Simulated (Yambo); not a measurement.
CsOH (space group Cmc2_1, No. 36): a test of whether the lowest BSE state is resolved, against the k mesh (Yambo, LDA bands; otherwise 6 valence and 10 conduction bands, static screening with 57 bands and a 3 Ry block, scissor 2.19 eV, Tamm-Dancoff).

```csv
k mesh,direct gap (eV),lowest state (eV),difference (eV),k points taking part,rough cost
2×2×2,5.79,4.53,1.26,1.1,about 1/40
4×4×4,5.79,5.06,0.73,1.4,about 1/4
6×6×4,5.79,5.16,0.63,2.3,1
```

The last step moves the difference by 0.10 eV. Even the densest mesh doesn't resolve the state: none of these energies is a result, and the difference is no binding energy.

These are vertical excitations (zero momentum). The scissor comes from a G0W0 run whose convergence isn't established; costs are rough.

Geometry of the Materials Project entry, not relaxed at this level; primitive cell a = b = 6.0878 Å, c = 4.5043 Å, α = β = 90.00°, γ = 138.41°.

The structure is a Materials Project entry; no match was found in the copy of COD used, and its stability was not checked.
